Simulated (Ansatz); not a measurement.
An Ansatz input (plane waves, PAW) for CeO2 (fluorite structure) that has something wrong with it:

```yaml
crystal:
  lattice:
    - [0.0, 2.7186832862, 2.7186832862]
    - [2.7186832862, 0.0, 2.7186832862]
    - [2.7186832862, 2.7186832862, 0.0]
  atoms:
    - { symbol: Ce, position: [0.0, 0.0, 0.0] }
    - { symbol: O, position: [0.25, 0.25, 0.25] }
    - { symbol: O, position: [0.75, 0.75, 0.75] }
basis:
  ecutwfc: 500
  ecutrho_ratio: 4
kpoints:
  mp_grid: { grid: [8, 8, 8], kspacing: 0.3 }
hamiltonian:
  xc: r2scan
scf:
  occupations: { method: gaussian, width: 0.05 }
  max_iter: 50
output:
  forces: true
  stress: true
```

Launched as:
```sh
ansatz run input.yaml --threads 2 --pin off --max-ram 3072MiB --backend cpu --events-out ev --progress --plain --runs-dir out
```

Q: What is wrong with it?

A: Both a mesh and a spacing. Against the sound input: kpoints.mp_grid.kspacing: 0.3 (the cap on iterations is only a precaution).

What the program printed:

```
Error: invalid value for `kpoints.mp_grid.kspacing`: mutually exclusive with `grid` — set one or the other
```

The input was refused before any iteration. It ran for 0.24 s on 2 threads of Arm Neoverse N1, on a shared host, peak memory 0.084 GiB. The run before the change (r²SCAN, 500 eV, 8×8×8 mesh) gave:

```tsv
run	P (GPa)	gap on the mesh (eV)	cell moment (μB)	largest force component (eV/Å)
sound	0.0	2.20	–	0.000
```

The start was a prototype's sites filled with these elements; the Crystallography Open Database holds the compound in this structure.
